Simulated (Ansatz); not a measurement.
In PBEsol (plane waves, PAW; program Ansatz), HfO$_{2}$ in the orthorhombic phase (Pca2_1; Hf on 4a, O on 4a, O on 4a) relaxes to a = 5.228 Å, b = 5.017 Å, c = 5.042 Å. O on 4a has 3 nearest neighbours from 2.03 Å (trigonal planar). Its formation energy from the elements is -3.50 eV/atom, with no fitted shifts.

It is gapped at this level: 4.34 eV (indirect). HSE06 on the same cell gives 6.10 eV. Gap from PBEsol with spin–orbit coupling: 4.29 eV. The electron mass is 1.3, 1.7, 5.1 mₑ (principal values). The hole mass is 1.0, 1.9, 17 mₑ (principal values).

The elastic constants imply a Debye temperature near 490 K. Born charges are Hf +5.23, O -2.65 to -2.58 e.

The PBEsol relaxation kept the symmetry of its start. No spin polarisation was allowed. The references are the lowest solids computed at this level, not always the standard phases (solids in place of the gases). Scalar-relativistic: spin–orbit coupling is off unless named, which matters more the heavier the elements.

Potentials: the later of the program's two PAW sets.
